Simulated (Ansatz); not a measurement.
A trial cell of Mg₂TiN₂ went into the relaxation workflow.

The guess for Mg₂TiN₂ was made by a generator: random cell by space group and Wyckoff sites (P4/mmm, No. 123). The dimensions are guesses.

```cif
data_structure
_symmetry_space_group_name_H-M 'P4/mmm'
_symmetry_Int_Tables_number 123
_cell_length_a 4.9748
_cell_length_b 4.9748
_cell_length_c 4.6270
_cell_angle_alpha 90.000
_cell_angle_beta 90.000
_cell_angle_gamma 90.000
_cell_volume 114.51
loop_
_atom_site_label
_atom_site_type_symbol
_atom_site_symmetry_multiplicity
_atom_site_Wyckoff_symbol
_atom_site_fract_x
_atom_site_fract_y
_atom_site_fract_z
_atom_site_occupancy
Mg1 Mg 2 h 0.50000 0.50000 0.83456 1
Ti1 Ti 1 a 0.00000 0.00000 0.00000 1
N1 N 2 h 0.50000 0.50000 0.37392 1
```

Level of theory: DFT PBE, scalar-relativistic, plane waves, PAW in Ansatz 0.2.0.

Input of a coarse relaxation:

```yaml
crystal:
  lattice:
    - [4.97481434, 0.0, 0.0]
    - [0.0, 4.97481434, 0.0]
    - [0.0, 0.0, 4.62695828]
  atoms:
    - { symbol: Mg, position: [0.5, 0.5, 0.83456452] }
    - { symbol: Mg, position: [0.5, 0.5, 0.16543548] }
    - { symbol: Ti, position: [0.0, 0.0, 0.0], spin: 1.0 }
    - { symbol: "N", position: [0.5, 0.5, 0.37391622] }
    - { symbol: "N", position: [0.5, 0.5, 0.62608378] }
basis:
  ecutwfc: 420
kpoints:
  mp_grid: { grid: [4, 4, 4] }
hamiltonian:
  xc: pbe
scf:
  occupations: { method: gaussian, width: 0.1 }
  lower_state_search: "off"
output:
  forces: true
  stress: true
  eigenvalues: true
  populations: true
magnetization:
  spin_polarized: true
relax:
  adjacent_minimum: "off"
  f_tol: 0.04
  max_steps: 70
  cell: { stress_tol: 0.4 }
```

```bash
ansatz run input.yaml --threads 1 --pin off --max-ram 2560MiB --backend cpu --events-out ev --progress --plain --runs-dir out
```

Last lines of the log:

```
--- Stress (GPa, compression-positive) ---
       -6.397437       0.000000       0.000000
        0.000000      -6.397437       0.000000
        0.000000       0.000000     359.359014
  P = ⅓ Tr σ = 115.5214 GPa (1155.214 kbar)
--- Band table (eV; the first three rows and the last of 36) ---
  k-point 0 ↑: bands = ["-77.8033", "-76.9390", "-54.2438", "-48.5817", "-45.5220", "-42.3363", "-42.3363", "-41.7880", "-41.7880", "-30.6167", "-30.4886", "-30.4886", "-16.0568", "-3.2761", "-3.2761", "-1.5702", "-1.0495", "2.8625", "3.2876", "3.2876", "3.3256", "3.4608", "3.4961", "4.3120", "4.312
  k-point 1 ↑: bands = ["-77.8012", "-76.9408", "-54.2438", "-48.5780", "-45.5256", "-42.3322", "-42.3322", "-41.7923", "-41.7923", "-30.6174", "-30.4885", "-30.4885", "-16.0253", "-3.2441", "-3.2441", "-2.6713", "0.3242", "3.0285", "3.0926", "3.0926", "3.3593", "3.5085", "3.5098", "4.1482", "4.1482
  k-point 2 ↑: bands = ["-77.7993", "-76.9432", "-54.2438", "-48.5748", "-45.5317", "-42.3282", "-42.3282", "-41.7968", "-41.7968", "-30.6180", "-30.4885", "-30.4885", "-15.9936", "-3.2114", "-3.2114", "-3.1989", "1.7805", "2.1145", "2.9181", "2.9181", "3.5237", "3.5571", "3.7194", "4.0518", "4.0518
  k-point 17 ↓: bands = ["-77.7543", "-76.8968", "-52.4767", "-48.5046", "-45.4619", "-42.3024", "-42.3024", "-41.7697", "-41.7697", "-28.9350", "-28.6817", "-28.6817", "-15.8350", "-3.0670", "-3.0670", "-2.7538", "2.5313", "2.5313", "2.8516", "3.9957", "4.9464", "4.9464", "5.0811", "5.3233", "5.323
End of that report.
Error: refused after 44 iterations: one_centre_occupation = 2.10e0 (threshold 2.00e0); read on the Mg atom at site 1 (counted from 0), in its partial waves of l = 2. The loop had accepted its state. The figure is how many electrons the atom's PAW partial-wave expansion lays in one spin orbital insid
```

Question: How did the run end?

Answer: The SCF loop converged, but the program refused the state. The PAW expansion on Mg put 2.10 electrons into one spin orbital, where the Pauli principle allows one. The run has most likely filled a ghost state of the dataset, or the PAW spheres overlap too strongly; at the start of this run the shortest distance is 0.96 Å. No property of the compound can be read from it.

Time: 41 s on 1 thread of Intel(R) Xeon(R) 6975P-C (Granite Rapids), on a shared host, peak memory 0.57 GiB.
